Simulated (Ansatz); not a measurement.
Relaxation of a relaxed Cr cell shaken by Gaussian noise of σ = 0.08 Å a coordinate; 8 atoms in the cell, which starts as P1 (No. 1), aP8; a = b = c = 4.511 Å, α = β = γ = 90.00°. Method: r2SCAN (plane waves to 500 eV, PAW, scalar-relativistic; Ansatz, a first-principles code). Γ-centred k-mesh 7×7×7 on the run's cell (coarser than for final values), Fermi–Dirac smearing 0.05 eV. This is the first round of the run. 

The optimiser's lines from the output (shortened; P is positive under compression):

```
relax step   1: F+E_penalty+E_count = -27058.11255007 eV  Δ(F+E_penalty+E_count) = +0.000e0 eV  max|allowed force component| = 2.405e0 eV/Å  Δτ_max = 0.0000 Å  P = +2.564 GPa  Ω = 91.819 Å³  (18 SCF iters, dr2 threshold 1.00e-7 eV, accepted)
relax step   2: F+E_penalty+E_count = -27058.58987204 eV  Δ(F+E_penalty+E_count) = -4.773e-1 eV  max|allowed force component| = 1.322e0 eV/Å  Δτ_max = 0.1077 Å  P = +1.910 GPa  Ω = 91.447 Å³  (15 SCF iters, dr2 threshold 8.00e-7 eV, accepted)
relax step   3: F+E_penalty+E_count = -27058.57798452 eV  Δ(F+E_penalty+E_count) = +1.189e-2 eV  max|allowed force component| = 4.264e-1 eV/Å  Δτ_max = 0.0715 Å  P = +1.294 GPa  Ω = 91.618 Å³  (14 SCF iters, dr2 threshold 8.00e-7 eV, rejected (line search))
relax step   4: F+E_penalty+E_count = -27058.75318859 eV  Δ(F+E_penalty+E_count) = -1.633e-1 eV  max|allowed force component| = 4.736e-1 eV/Å  Δτ_max = 0.0659 Å  P = -0.057 GPa  Ω = 91.871 Å³  (22 SCF iters, accepted)
relax step   5: F+E_penalty+E_count = -27058.77858509 eV  Δ(F+E_penalty+E_count) = -2.540e-2 eV  max|allowed force component| = 1.401e-2 eV/Å  Δτ_max = 0.0361 Å  P = -0.025 GPa  Ω = 91.824 Å³  (11 SCF iters, dr2 threshold 8.00e-7 eV, accepted)
relax step   6: F+E_penalty+E_count = -27058.77864872 eV  Δ(F+E_penalty+E_count) = -6.363e-5 eV  max|allowed force component| = 2.994e-4 eV/Å  Δτ_max = 0.0021 Å  P = -0.001 GPa  Ω = 91.816 Å³  (9 SCF iters, dr2 threshold 1.74e-8 eV, accepted)
relax step   7: F+E_penalty+E_count = -27058.77864873 eV  Δ(F+E_penalty+E_count) = -1.433e-8 eV  max|allowed force component| = 2.986e-4 eV/Å  Δτ_max = 0.0000 Å  P = -0.002 GPa  Ω = 91.816 Å³  stress off target by 4.94e-3 GPa  SCF on the basis re-selected at this cell (its energy is not comparable with the rows above)  (8 SCF iters)
```

From the first to the last row the energy changes by -0.08 eV/atom and the volume by 0.0 %. The last row is marked as not comparable with the walk above it, whose basis was carried along; it does compare with step 1, since both stand on a basis selected at the nominal cutoff for their own cell.

Step 3 was rejected by the optimiser.

Later rounds, restarted from the end of this one on a renewed k-mesh, logged 2 more steps and released under 0.01 eV/atom more. The final structure after all rounds: Pm-3n (No. 223), cP8; a = b = c = 4.511 Å, α = β = γ = 90.00°. Between re-selections the logged energies stand on a plane-wave basis carried along with the cell. No spin polarisation in the result. A magnetic state may lie lower.

The relaxed structure here is a generated cell of Cr: the first start was made by placing the elements on the sites of a structure type, and the end was not matched to a known phase here, so it may be hypothetical. Known forms of Cr include space group No. 229.
